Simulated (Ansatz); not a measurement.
**SiC (P6_3mc): elasticity against pressure**

```yaml
crystal:
  lattice:
    - [3.07534, 0.00000, 0.00000]
    - [-1.53767, 2.66332, 0.00000]
    - [0.00000, 0.00000, 5.04822]
  atoms:
    - { symbol: Si, position: [0.33333, 0.66667, 0.00460] }
    - { symbol: Si, position: [0.66667, 0.33333, 0.50460] }
    - { symbol: C, position: [0.33333, 0.66667, 0.38040] }
    - { symbol: C, position: [0.66667, 0.33333, 0.88040] }
```

This is the zero-pressure cell. At each pressure cell and atoms are relaxed in this structure, and the constants are slopes of the stress at strains of ±0.005 with relaxed ions (the coefficients that govern stability under load). Level: r²SCAN, PAW on Ansatz 0.2.0's default frozen-core files (fitted under PBE), scalar-relativistic; k mesh 8×8×6, strains of ±0.005, fixed occupations, cutoff 500 eV. P is the pressure of the relaxed cell, less that of this one.

```
P (GPa)    V/V₀  C11 (GPa)  C12 (GPa)  C13 (GPa)  C33 (GPa)  C44 (GPa)
   0.00  1.0000      533.4      106.7       49.1      574.4      164.8
   1.00  0.9956      538.9      110.3       51.7      580.7      165.3
   2.01  0.9914      544.4      113.9       54.4      586.8      165.7
   4.00       ?          ?          ?          ?          ?          ?
   7.01  0.9714      570.7      131.5       67.7      616.2      167.9
  10.01  0.9602      585.9      142.0       75.8      632.9      169.0
  15.00  0.9429      610.0      159.3       89.4      659.4      170.5
```

Question: Does the bulk modulus from the constants agree with the pressure-volume curve?

Answer: A third-order Birch-Murnaghan fit to the volumes shown (F against f, f = [(V₀/V)^(2/3) − 1]/2) gives B₀ = 227.9 GPa and B′ = 3.9. Its −V dP/dV stands beside the Reuss value 1/ΣS_ij (i, j ≤ 3):

```
P (GPa)  from P(V)  from the constants
   0.00      227.9               227.9
   1.00      231.7               231.8
   2.01      235.6               235.6
   7.01      254.5               254.6
  10.01      265.7               265.7
  15.00      284.2               283.9
```

Question: What are the pressure derivatives at zero pressure?

Answer: Slopes at V₀ of quadratic fits in −ln(V/V₀) through the first four rows shown, divided by B₀: dC11/dP = 5.5, dC12/dP = 3.6, dC13/dP = 2.6, dC33/dP = 6.3, dC44/dP = 0.5. The mean slopes up to 2.0 GPa are 5.5, 3.6, 2.6, 6.2, 0.5; curvature and scatter of the constants part the two.

Question: Fill the row at 4.00 GPa.

Answer: Cubic fits in −ln(V/V₀) through all rows shown give C11 = 555.0, C12 = 120.9, C13 = 59.7, C33 = 598.8, C44 = 166.6 GPa. Computed: V/V₀ = 0.9832, C11 (GPa) = 555.1, C12 (GPa) = 120.9, C13 (GPa) = 59.7, C33 (GPa) = 598.7, C44 (GPa) = 166.6.

Question: Does a shear stiffness soften?

Answer: C44 goes from 164.8 to 170.5 GPa; (C11 − C12)/2 goes from 213.3 to 225.4 GPa. Neither ends more than 3 % under its start, and the lattice stays mechanically stable over this range.

Keep in mind: no other phase was computed; many crystals of this kind change structure within this range, and rows or crossings beyond such a change describe a metastable lattice; frozen-core PAW files fitted under PBE, their cores solved anew for the functional of the run; constants at zero field, no piezoelectric stiffening; phonons weren't checked at these pressures.
